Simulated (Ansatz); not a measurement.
**Computed properties of GeC5N8 (β-Si3N4 sites, Pm)**

All numbers come from Ansatz 0.2.0. Note: simulated data, non-magnetic, for a generated structure that need not be the stable one.

A 14-atom cell of GeC5N8 built on β-Si3N4 (relaxed group Pm), relaxed with r2SCAN. The symmetry is Pm (No. 6, monoclinic); conventional cell a = 6.560 Å, b = 2.515 Å, c = 6.682 Å, β = 117.6°, 6.98 Å³ an atom. C is surrounded by 4 N at 1.47–1.49 Å; Ge is surrounded by 4 N at 1.72–1.78 Å and 2 Ge at 2.51 Å; C is surrounded by 4 N at 1.46–1.62 Å; C is surrounded by 4 N at 1.38–1.50 Å; C is surrounded by 4 N at 1.50–1.54 Å; C is surrounded by 4 N at 1.44–1.52 Å; N is surrounded by 3 C at 1.43–1.51 Å; N is surrounded by 2 C at 1.46–1.49 Å and 1 Ge at 1.77 Å (further sites aren't listed).

Band edges at fixed r2SCAN geometry:

| level | k mesh | gap (eV) | kind | edges | least direct gap (eV) |
| --- | --- | --- | --- | --- | --- |
| PBE | 4×10×4 | 2.56 | indirect | Γ → Z | 2.75 |
| PBE+SOC | 4×10×4 | 2.56 | indirect | Γ → Z | 2.75 |
| r2SCAN | 4×10×4 | 2.99 | indirect | Γ → Z | 3.18 |
| HSE06 | 4×6×4 | 3.99 | indirect | Γ → Z | 4.35 |
| PBE0 | 4×6×4 | 4.76 | indirect | Γ → Z | 5.13 |

PBE: smearing of 0.02 eV; the others have fixed occupations.
Wave cutoffs: 420 eV, 500 eV (r2SCAN).

With HSE06 the valence top lies at Γ and the conduction bottom at Z, 3.99 eV higher; the smallest vertical gap, at Γ, is 4.35 eV. Spin-orbit coupling changes the PBE gap by 0.000 eV, to 2.56 eV.

r2SCAN covers 30 % of the step from PBE to HSE06. For gaps to 0.1 eV, spin-orbit coupling (up to 0.01 eV here) can be left out. Among these functionals the gap stays indirect.

r2SCAN (ground state on 4×8×4): The clamped-ion dielectric constant comes out as a tensor with principal values 5.07, 5.08, 5.73. Born charges, averaged over directions: C +2.28 to +2.44, Ge +3.33, N -2.09 to -1.73 e. The program notes that the ground state's band table doesn't vouch for all the bands that the response reads.

Only the levels marked +SOC include spin-orbit coupling.

The meshes of the hybrids are coarse, so their gaps aren't converged to the digits shown.
